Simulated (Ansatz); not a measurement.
InPd2:
```
CELL_PARAMETERS angstrom
      5.62661     0.00000     0.00000
      0.00000     4.17954     0.00000
      0.00000     0.00000     8.24919
ATOMIC_POSITIONS crystal
  In 0.82684 0.25000 0.59950
  In 0.17316 0.75000 0.40050
  In 0.67316 0.75000 0.09950
  In 0.32684 0.25000 0.90050
  Pd 0.92659 0.25000 0.26809
  Pd 0.07341 0.75000 0.73191
  Pd 0.57341 0.75000 0.76809
  Pd 0.42659 0.25000 0.23191
  Pd 0.65401 0.75000 0.42700
  Pd 0.34599 0.25000 0.57300
  Pd 0.84599 0.25000 0.92700
  Pd 0.15401 0.75000 0.07300
```

Relaxed with PBEsol. Special points in fractions of this cell's reciprocal vectors: Γ (0.000, 0.000, 0.000); X (0.500, 0.000, 0.000); S (0.500, 0.500, 0.000); Y (0.000, 0.500, 0.000); Z (0.000, 0.000, 0.500); U (0.500, 0.000, 0.500); R (0.500, 0.500, 0.500); T (0.000, 0.500, 0.500).

Q: List the band energies nearest the Fermi level at these points for the program Ansatz at the PBEsol with spin–orbit coupling level (PAW).

A: In eV from the Fermi level; about four levels below and three above (degenerate sets whole), none deeper than 8.9 eV; points with the same levels are listed once.

```csv
k,below,above
Γ,-0.15 -0.15 -0.09 -0.09,0.83 0.83 0.89 0.89
X,-0.76 -0.76 -0.76 -0.76,3.11 3.11 3.11 3.11
S,-0.11 -0.11 -0.11 -0.11,0.92 0.92 0.92 0.92
Y,-0.69 -0.69 -0.69 -0.69,2.36 2.36 2.36 2.36
Z,-0.05 -0.05 -0.05 -0.05,0.43 0.43 0.43 0.43
U,-0.75 -0.75 -0.75 -0.75,0.37 0.37 0.37 0.37
R,-0.17 -0.17 -0.17 -0.17,1.89 1.89 1.89 1.89
T,-0.71 -0.71 -0.71 -0.71,0.40 0.40 0.40 0.40
```

Space group Pnma. The first step of the workflow began from a Materials Project structure, measured or hypothetical; the Crystallography Open Database copy checked does not list it. Its standing as an ambient phase is unchecked. The PBEsol relaxation kept the symmetry of its start; whether a distortion lowers the energy is not shown. No spin polarisation was allowed.

Potentials: the later of the program's two PAW sets.
